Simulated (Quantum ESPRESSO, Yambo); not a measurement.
SrBrOH (space group C2/m, No. 12): one geometry, one set of LDA (Quantum ESPRESSO, PseudoDojo norm-conserving, 84 Ry, without SOC) orbitals, self-energies from Yambo (4×4×2 Γ-centred k mesh, 179 bands and a 6 Ry block in the screening, 179 bands in G with the Bruneval-Gonze terminator, plasmon pole fitted at 27.2 eV).

```
level                                                     gap Γ → Γ (eV)
--------------------------------------------------------  --------------
LDA (Quantum ESPRESSO)                                              3.95
exchange only (Hartree-Fock self-energy on LDA orbitals)             ___
static COHSEX@LDA                                                    ___
G0W0@LDA, plasmon pole                                              6.36
```

**Question.** Some entries are withheld; supply them.

**Answer.** 
- exchange only (Hartree-Fock self-energy on LDA orbitals), gap Γ → Γ (eV): 12.65
- static COHSEX@LDA, gap Γ → Γ (eV): 7.37

Bare exchange has no screening and gives the widest gap; static COHSEX screens it but leaves out the frequency dependence, which G0W0 restores. All rows use the LDA edge points; in the exchange only run other k points give a smaller gap, 12.16 eV.

Convergence of the G0W0 settings was not tested.

Geometry of the Materials Project entry, not relaxed at this level; primitive cell a = 5.9506 Å, b = 5.9506 Å, c = 7.4368 Å, α = 105.60°, β = 105.60°, γ = 42.76°.

The structure is a Materials Project entry; no match was found in the copy of COD used, and its stability was not checked.
